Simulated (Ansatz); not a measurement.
RbTi

```
Rb Ti
1.0
     4.00638    0.00000    0.00000
     0.00000    4.00638    0.00000
     0.00000    0.00000    4.00638
Rb Ti
1 1
Cartesian
  0.0000 0.0000 0.0000
  2.0032 2.0032 2.0032
```

Atom numbers follow the list: Rb1, Ti2.

The structure comes from a relaxation in the same program, started in the CsCl type, and has space group Pm-3m. Whether it is a known phase or the ground state wasn't checked.

Spin polarisation is left out, and whether a magnetic state lies lower isn't shown here.

Methods: DFT, PBEsol, all-electron LAPW, scalar-relativistic (Ansatz 0.2.0); DFT, PBEsol, PAW with Ansatz's default frozen-core files, scalar-relativistic (Ansatz 0.2.0).

For LAPW: a Γ-centred 10×10×10 k mesh, Fermi–Dirac smearing of 0.03 eV, basis error target 0.5 meV/atom, no spin polarisation. PAW takes a cutoff of 420 eV at this cell (files made with PBE, cores remade for this functional). The Ansatz runs share mesh, smearing and spin set-up. Values come from LAPW unless marked.

| Item | Value |
| --- | --- |
| Band gap | none: with an odd electron count and no spin polarisation the bands can't all be full, a metal in this set-up (spin order or a larger cell could open a gap) |
| Density of states at the Fermi level (0.2 eV bin) | 3.29 states/eV per cell |
| Löwdin charges (with 0.24 e of the cell spilling out of the atomic basis, so their sizes and signs hang on that basis) | Rb1 0.26, Ti2 -0.02 e |
| Bader charges (from the PAW run) | Rb1 +0.30, Ti2 -0.30 e |
| Volume per atom | 32.15 Å³ |
| Pressure at this cell | 0.04 GPa |
